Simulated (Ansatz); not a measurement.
An Ansatz (a first-principles code) run. Input:

Ansatz 0.2 input:
```yaml
crystal:
  lattice:
    - [0.0, 2.7053393514, 2.7053393514]
    - [2.7053393514, 0.0, 2.7053393514]
    - [2.7053393514, 2.7053393514, 0.0]
  atoms:
    - { symbol: As, position: [0.5, 0.5, 0.5] }
    - { symbol: Sc, position: [0.0, 0.0, 0.0] }
kpoints:
  mp_grid: { grid: [27, 27, 27] }
hamiltonian:
  xc: pbesol
  pseudopotentials: { kind: paw }
scf:
  occupations: { method: fermi_dirac, width: 0.1 }
elastic: { mode: relaxed_ion, stencil: two_point, amplitude: 0.005, f_tol: 0.0005 }
```

Output (shortened):

```
Pseudopotential: As, paw, valence charge 15
Pseudopotential: Sc, paw, valence charge 11
Functional definition: PBEsol
Crystal: 2 atoms, lattice volume = 39.600 Å³
Basis set: ecut = 420 eV, 749 PW (Γ), exchange–correlation on 54×54×54 points (8 copies of the dense FFT grid, shifted against one another)
Bands: 17, of which v1, the nominal top of the filled ones, is band 13 counted from 1 (12 counted from 0)
Symmetry: 48 space group operations
Space group: Fm-3m (ITA 225), of the structure as read, at distance tolerance 3.4e-5 Å
k-points: 560 of 19683
SCF iter   1: F=—  HF=-6927.239698 eV  |F-HF|=—  |Δ(HF+E_count)|=         —  Δρ=2.71e-3  dr2=2.34e-3  ethr=1.77e-3  ⟨swp⟩=4.8  Hψ=39711  notcnv=0
preconditioner: auto → Kerker (q_TF=auto, 2.544 Å⁻¹)
SCF iter   2: F=—  HF=-6927.238336 eV  |F-HF|=—  |Δ(HF+E_count)|=   1.36e-3  Δρ=1.19e-3  dr2=4.51e-4  ethr=9.00e-6  ⟨swp⟩=2.1  Hψ=18210  notcnv=0
SCF iter   3: F=—  HF=-6927.238260 eV  |F-HF|=—  |Δ(HF+E_count)|=   7.63e-5  Δρ=4.36e-4  dr2=7.42e-5  ethr=1.74e-6  ⟨swp⟩=2.7  Hψ=16067  notcnv=0
SCF iter   4: F=—  HF=-6927.238256 eV  |F-HF|=—  |Δ(HF+E_count)|=   4.05e-6  Δρ=1.04e-4  dr2=5.95e-6  ethr=2.85e-7  ⟨swp⟩=2.1  Hψ=14955  notcnv=0
SCF iter   5: F=—  HF=-6927.238250 eV  |F-HF|=—  |Δ(HF+E_count)|=   6.42e-6  Δρ=5.22e-5  dr2=6.75e-7  ethr=2.29e-8  ⟨swp⟩=2.0  Hψ=16243  notcnv=0
SCF iter   6: F=—  HF=-6927.238250 eV  |F-HF|=—  |Δ(HF+E_count)|=   5.19e-7  Δρ=1.39e-5  dr2=7.66e-8  ethr=2.60e-9  ⟨swp⟩=2.0  Hψ=16258  notcnv=0
SCF iter   7: F=—  HF=-6927.238250 eV  |F-HF|=—  |Δ(HF+E_count)|=   5.39e-8  Δρ=4.93e-6  dr2=9.50e-9  ethr=2.95e-10  ⟨swp⟩=2.0  Hψ=16167  notcnv=0
SCF iter   8: F=—  HF=-6927.238250 eV  |F-HF|=—  |Δ(HF+E_count)|=   2.26e-9  Δρ=1.10e-6  dr2=3.68e-10  ethr=3.66e-11  ⟨swp⟩=2.0  Hψ=15289  notcnv=0
SCF iter  10: F=-6927.238250 eV  HF=-6927.238250 eV  |F-HF|=9.09e-13  |Δ(HF+E_count)|=  3.64e-12  Δρ=9.39e-9  dr2=4.20e-14  ethr=1.00e-12  ⟨swp⟩=3.0  Hψ=41072  notcnv=0
SCF 1 converged in 10 iterations: F = -6927.238250 eV  dr2 = 4.20e-14
Crystal: 2 atoms, lattice volume = 39.402 Å³
Symmetry: 16 space group operations
k-points: 1470 of 19683
iter 1 solved again at ethr=8.72e-7 eV; its pass at ethr=3.10e-3 eV (dr2=2.27e-4 eV) is discarded
SCF iter   1: F=—  HF=-6927.237714 eV  |F-HF|=—  |Δ(HF+E_count)|=         —  Δρ=6.96e-4  dr2=2.77e-4  ethr=8.72e-7  ⟨swp⟩=2.0  Hψ=141051  notcnv=0
preconditioner: auto → Kerker (q_TF=auto, 2.546 Å⁻¹)
SCF iter   2: F=—  HF=-6927.237649 eV  |F-HF|=—  |Δ(HF+E_count)|=   6.48e-5  Δρ=4.21e-4  dr2=1.04e-4  ethr=8.72e-7  ⟨swp⟩=1.4  Hψ=25640  notcnv=0
SCF iter   3: F=—  HF=-6927.237609 eV  |F-HF|=—  |Δ(HF+E_count)|=   3.96e-5  Δρ=1.01e-4  dr2=5.78e-6  ethr=4.00e-7  ⟨swp⟩=2.0  Hψ=30733  notcnv=0
SCF iter   4: F=—  HF=-6927.237605 eV  |F-HF|=—  |Δ(HF+E_count)|=   4.14e-6  Δρ=3.73e-5  dr2=5.60e-7  ethr=2.22e-8  ⟨swp⟩=2.0  Hψ=42670  notcnv=0
SCF iter   5: F=—  HF=-6927.237605 eV  |F-HF|=—  |Δ(HF+E_count)|=   2.96e-7  Δρ=1.79e-5  dr2=9.46e-8  ethr=2.15e-9  ⟨swp⟩=2.0  Hψ=42572  notcnv=0
SCF iter   6: F=—  HF=-6927.237605 eV  |F-HF|=—  |Δ(HF+E_count)|=   9.14e-9  Δρ=3.36e-6  dr2=4.00e-9  ethr=3.64e-10  ⟨swp⟩=1.0  Hψ=24990  notcnv=0
SCF iter   7: F=—  HF=-6927.237605 eV  |F-HF|=—  |Δ(HF+E_count)|=  7.41e-10  Δρ=6.68e-7  dr2=1.06e-10  ethr=1.54e-11  ⟨swp⟩=2.3  Hψ=33694  notcnv=0
SCF iter   8: F=—  HF=-6927.237605 eV  |F-HF|=—  |Δ(HF+E_count)|=  3.27e-11  Δρ=7.38e-8  dr2=1.38e-12  ethr=4.09e-13 (applied; sched 1.00e-12)  ⟨swp⟩=1.4  Hψ=28251  notcnv=0
SCF iter  10: F=-6927.237605 eV  HF=-6927.237605 eV  |F-HF|=0.00e0  |Δ(HF+E_count)|=    0.00e0  Δρ=3.40e-9  dr2=3.96e-15  ethr=1.00e-12  ⟨swp⟩=4.0  Hψ=76589  notcnv=0
SCF 2 converged in 10 iterations: F = -6927.237605 eV  dr2 = 3.96e-15
Crystal: 2 atoms, lattice volume = 39.798 Å³
iter 1 solved again at ethr=4.40e-10 eV; its pass at ethr=3.10e-3 eV (dr2=1.14e-7 eV) is discarded
SCF iter   1: F=—  HF=-6927.237581 eV  |F-HF|=—  |Δ(HF+E_count)|=         —  Δρ=1.42e-5  dr2=1.17e-7  ethr=4.40e-10  ⟨swp⟩=2.0  Hψ=138781  notcnv=0
preconditioner: auto → Kerker (q_TF=auto, 2.541 Å⁻¹)
SCF iter   2: F=—  HF=-6927.237579 eV  |F-HF|=—  |Δ(HF+E_count)|=   2.26e-6  Δρ=8.58e-6  dr2=4.41e-8  ethr=4.40e-10  ⟨swp⟩=1.3  Hψ=25438  notcnv=0
SCF iter   3: F=—  HF=-6927.237578 eV  |F-HF|=—  |Δ(HF+E_count)|=   1.62e-8  Δρ=2.17e-6  dr2=2.77e-9  ethr=1.70e-10  ⟨swp⟩=2.0  Hψ=30088  notcnv=0
SCF iter   4: F=—  HF=-6927.237578 eV  |F-HF|=—  |Δ(HF+E_count)|=  7.82e-10  Δρ=6.56e-7  dr2=1.73e-10  ethr=1.07e-11  ⟨swp⟩=2.0  Hψ=42414  notcnv=0
SCF iter   5: F=—  HF=-6927.237578 eV  |F-HF|=—  |Δ(HF+E_count)|=  3.55e-11  Δρ=2.83e-7  dr2=2.46e-11  ethr=6.64e-13 (applied; sched 1.00e-12)  ⟨swp⟩=2.0  Hψ=42653  notcnv=0
SCF iter   6: F=—  HF=-6927.237578 eV  |F-HF|=—  |Δ(HF+E_count)|=  4.55e-12  Δρ=7.72e-8  dr2=2.09e-12  ethr=9.46e-14 (applied; sched 1.00e-12)  ⟨swp⟩=2.0  Hψ=34044  notcnv=0
SCF iter   7: F=-6927.237578 eV  HF=-6927.237578 eV  |F-HF|=9.09e-13  |Δ(HF+E_count)|=  9.09e-13  Δρ=1.42e-8  dr2=5.34e-14  ethr=1.00e-12  ⟨swp⟩=2.9  Hψ=92409  notcnv=0
SCF 3 converged in 7 iterations: F = -6927.237578 eV  dr2 = 5.34e-14
Crystal: 2 atoms, lattice volume = 39.600 Å³
Symmetry: 8 space group operations
k-points: 2744 of 19683
iter 1 solved again at ethr=4.09e-8 eV; its pass at ethr=3.10e-3 eV (dr2=1.06e-5 eV) is discarded
SCF iter   1: F=—  HF=-6927.238126 eV  |F-HF|=—  |Δ(HF+E_count)|=         —  Δρ=2.00e-4  dr2=9.03e-6  ethr=4.09e-8  ⟨swp⟩=2.0  Hψ=261138  notcnv=0
preconditioner: auto → Kerker (q_TF=auto, 2.544 Å⁻¹)
SCF iter   2: F=—  HF=-6927.238124 eV  |F-HF|=—  |Δ(HF+E_count)|=   2.48e-6  Δρ=1.20e-4  dr2=3.34e-6  ethr=3.47e-8  ⟨swp⟩=1.0  Hψ=46648  notcnv=0
SCF iter   3: F=—  HF=-6927.238123 eV  |F-HF|=—  |Δ(HF+E_count)|=   4.34e-7  Δρ=8.96e-6  dr2=2.47e-8  ethr=1.28e-8  ⟨swp⟩=2.0  Hψ=56364  notcnv=0
SCF iter   4: F=—  HF=-6927.238123 eV  |F-HF|=—  |Δ(HF+E_count)|=   1.91e-7  Δρ=2.14e-6  dr2=2.86e-9  ethr=9.50e-11  ⟨swp⟩=2.2  Hψ=73268  notcnv=0
SCF iter   5: F=—  HF=-6927.238123 eV  |F-HF|=—  |Δ(HF+E_count)|=  3.49e-10  Δρ=8.94e-7  dr2=5.66e-10  ethr=1.10e-11  ⟨swp⟩=2.0  Hψ=79620  notcnv=0
SCF iter   6: F=—  HF=-6927.238123 eV  |F-HF|=—  |Δ(HF+E_count)|=  1.78e-10  Δρ=3.60e-7  dr2=7.75e-11  ethr=2.18e-12  ⟨swp⟩=2.0  Hψ=79650  notcnv=0
SCF iter   7: F=—  HF=-6927.238123 eV  |F-HF|=—  |Δ(HF+E_count)|=  6.37e-11  Δρ=1.31e-7  dr2=6.28e-12  ethr=2.98e-13 (applied; sched 1.00e-12)  ⟨swp⟩=2.0  Hψ=79614  notcnv=0
SCF iter   8: F=—  HF=-6927.238123 eV  |F-HF|=—  |Δ(HF+E_count)|=  9.09e-13  Δρ=3.43e-8  dr2=4.05e-13  ethr=2.42e-14 (applied; sched 1.00e-12)  ⟨swp⟩=3.0  Hψ=82664  notcnv=0
SCF iter   9: F=-6927.238123 eV  HF=-6927.238123 eV  |F-HF|=0.00e0  |Δ(HF+E_count)|=  9.09e-13  Δρ=7.65e-9  dr2=1.53e-14  ethr=1.00e-12  ⟨swp⟩=4.0  Hψ=157753  notcnv=0
SCF 4 converged in 9 iterations: F = -6927.238123 eV  dr2 = 1.53e-14
Crystal: 2 atoms, lattice volume = 39.600 Å³
iter 1 solved again at ethr=4.62e-11 eV; its pass at ethr=3.10e-3 eV (dr2=1.20e-8 eV) is discarded
SCF iter   1: F=—  HF=-6927.238125 eV  |F-HF|=—  |Δ(HF+E_count)|=         —  Δρ=4.45e-6  dr2=1.20e-8  ethr=4.62e-11  ⟨swp⟩=2.0  Hψ=259040  notcnv=0
preconditioner: auto → Kerker (q_TF=auto, 2.544 Å⁻¹)
SCF iter   2: F=—  HF=-6927.238123 eV  |F-HF|=—  |Δ(HF+E_count)|=   2.15e-6  Δρ=2.02e-6  dr2=1.81e-9  ethr=4.62e-11  ⟨swp⟩=2.0  Hψ=52431  notcnv=0
SCF iter   3: F=—  HF=-6927.238123 eV  |F-HF|=—  |Δ(HF+E_count)|=  3.69e-10  Δρ=7.51e-7  dr2=1.95e-10  ethr=6.98e-12  ⟨swp⟩=2.9  Hψ=80097  notcnv=0
SCF iter   4: F=—  HF=-6927.238123 eV  |F-HF|=—  |Δ(HF+E_count)|=  1.91e-11  Δρ=2.22e-7  dr2=1.40e-11  ethr=7.52e-13 (applied; sched 1.00e-12)  ⟨swp⟩=2.0  Hψ=79623  notcnv=0
SCF iter   5: F=—  HF=-6927.238123 eV  |F-HF|=—  |Δ(HF+E_count)|=  9.09e-13  Δρ=6.53e-8  dr2=1.33e-12  ethr=5.37e-14 (applied; sched 1.00e-12)  ⟨swp⟩=2.0  Hψ=75691  notcnv=0
SCF iter   6: F=-6927.238123 eV  HF=-6927.238123 eV  |F-HF|=9.09e-13  |Δ(HF+E_count)|=  9.09e-13  Δρ=1.41e-8  dr2=7.31e-14  ethr=1.00e-12  ⟨swp⟩=2.9  Hψ=162627  notcnv=0
SCF 5 converged in 6 iterations: F = -6927.238123 eV  dr2 = 7.31e-14
SCF converged after 10 iterations
Free energy (F): -6927.238250 eV
Harris-Foulkes:  -6927.238250 eV  (|F-HF|=9.09e-13)
Internal energy: -6927.228563 eV  (E = F + TS)
E sigma→0 (E₀):  -6927.233407 eV
Entropy (-TS):   -0.009687 eV (-4.843 meV/atom)
Fermi energy:    11.344195 eV
--- Per-component energies (eV) ---
  E_band       = -352.319221
  E_kinetic    = 367.465585
  E_local      = -2384.309767  (includes V_loc(G=0)·N_el)
  E_nonlocal   = -585.721602
  E_hartree    = 1172.829332
  E_xc         = -184.354218
  E_vxc        = -210.900481  (∫ρ·V_xc dr)
  E_paw        = -2724.785801  (= ΣΔE_a)
  E_vpaw       = 115.488365  (= ΣTr[D̂ρ^β])
  E_aug_tail   = 0.000019  (compensation charges beyond the density's cutoff)
  E_ewald      = -2589.447564
  E_core_change = 1.095454  (= ΣΔE_core)
  E_smearing   = -0.009687  (= −TS)
  E_closure    = 0.000000  (closes the sum)
  Σ components = -6927.238250   (vs F -6927.238250, Δ=0.00e0)
  [band-id]    e_kinetic+e_local+e_nonlocal+2·e_hartree+e_vxc+e_vpaw+e_augmentation_tail = -352.319217   (vs E_band -352.319221, Δ=3.92e-6)
--- Forces (eV/Å), atoms counted from 1 ---
  atom   1  As     0.00000000     0.00000000     0.00000000
  atom   2  Sc     0.00000000     0.00000000     0.00000000
  max |Σ_I F_I| component: 0.0 eV/Å
--- Stress (GPa, compression-positive) ---
       -0.021214       0.000000       0.000000
        0.000000      -0.021214       0.000000
        0.000000       0.000000      -0.021214
  P = ⅓ Tr σ = -0.0212 GPa (-0.212 kbar)
--- Band table (eV; the first three rows and the last of 560) ---
  k-point 0: bands = ["-37.8535", "-23.2914", "-23.2914", "-23.2732", "-23.2732", "-23.2732", "-16.5531", "-16.5531", "-16.5531", "-0.4119", "12.3596", "12.3596", "12.3596", "12.3684", "12.3684", "12.3684", "12.8546"]
  k-point 1: bands = ["-37.8534", "-23.2914", "-23.2914", "-23.2732", "-23.2732", "-23.2732", "-16.5546", "-16.5531", "-16.5531", "-0.3945", "11.9565", "12.0757", "12.0757", "12.4464", "12.4464", "12.6604", "13.0951"]
  k-point 2: bands = ["-37.8530", "-23.2915", "-23.2915", "-23.2732", "-23.2731", "-23.2731", "-16.5591", "-16.5532", "-16.5532", "-0.3427", "11.4554", "11.7082", "11.7082", "12.4992", "12.4992", "12.8574", "13.5126"]
  k-point 559: bands = ["-37.8418", "-23.2926", "-23.2900", "-23.2723", "-23.2720", "-23.2698", "-16.6193", "-16.6167", "-16.5878", "1.4154", "8.2279", "8.2886", "8.9252", "13.5551", "13.7270", "14.3230", "14.4162"]
--- Elastic constants: 2 strain directions × 2 members + reference (group order 48) ---
  dense FFT box of the reference and of every strained cell: 27×27×27
  strains applied: 11, 23; error gains: componentwise 1.00 (the most a stress slope's error grows in a printed constant), spectral 1.73 (1 for all six strains …
  C = ∂σ_k/∂η_j (tension-positive GPa; Voigt order 11 22 33 23 13 12):
       213.246     32.188     32.188      0.000      0.000      0.000
        32.188    213.246     32.188      0.000      0.000      0.000
        32.188     32.188    213.246      0.000      0.000      0.000
         0.000      0.000      0.000     41.317      0.000      0.000
         0.000      0.000      0.000      0.000     41.317      0.000
         0.000      0.000      0.000      0.000      0.000     41.317
  reference stress σ⁰ (GPa):      0.021      0.021      0.021      0.000      0.000      0.000
  C* (energy form; C + prestress term) asymmetry max|C*_kj − C*_jk| = 1.421e-14 GPa — a small one proves nothing (zero by symmetry where the batch's group is …
  moduli (Voigt/Reuss/Hill, GPa): K = 92.54/92.54/92.54   G = 61.00/52.80/56.90   E = 141.66   ν = 0.245
  mechanically stable: yes (min eigenvalue of sym C = 41.32 GPa)
  where every solve meets its electron count the energy-path curvature estimates C_jj along a normal strain and C_jj − ¼(σ⁰_aa + σ⁰_bb) along a shear (ab), of …
  strain η (Voigt 11):  stress-route row diagonal C_11 = 213.25 GPa, energy-path curvature d²(F+E_count+ΔE)/dδ²/Ω₀ = 213.19 GPa
         δ    σ_11 (GPa)             F (eV)   n_scf  n_hpsi   n_pw
    -5.000e-3      -1.0774       -6927.2376049      10  556689    785   relax 0 steps, max|allowed force component| 0.0 eV/Å
     5.000e-3       1.0551       -6927.2375785       7  429277    794   relax 0 steps, max|allowed force component| 0.0 eV/Å
  strain η (Voigt 23):  stress-route row diagonal C_44 = 41.32 GPa, energy-path curvature d²(F+E_count+ΔE)/dδ²/Ω₀ = 41.31 GPa
         δ    σ_23 (GPa)             F (eV)   n_scf  n_hpsi   n_pw
    -5.000e-3      -0.2066       -6927.2381229       9  960631    790   relax 0 steps, max|allowed force component| 0.0 eV/Å
     5.000e-3       0.2066       -6927.2381229       6  753335    790   relax 0 steps, max|allowed force component| 0.0 eV/Å
```

Cost: around 5 core-minutes (rough) on shared cores.

The workflow started from an entry of the Crystallography Open Database (COD). Whether it is the stable phase at ambient conditions was not checked. The PBEsol relaxation kept the symmetry of its start; its stability against distortions is not shown here. The run is not spin-polarised. As this level gives no gap, shear constants depend on the k-mesh and smearing (Fermi–Dirac, 0.1 eV here). Spin–orbit coupling is left out wherever it is not named.

Potentials: the later of the program's two PAW sets.

Ansatz is a plane-wave DFT program.
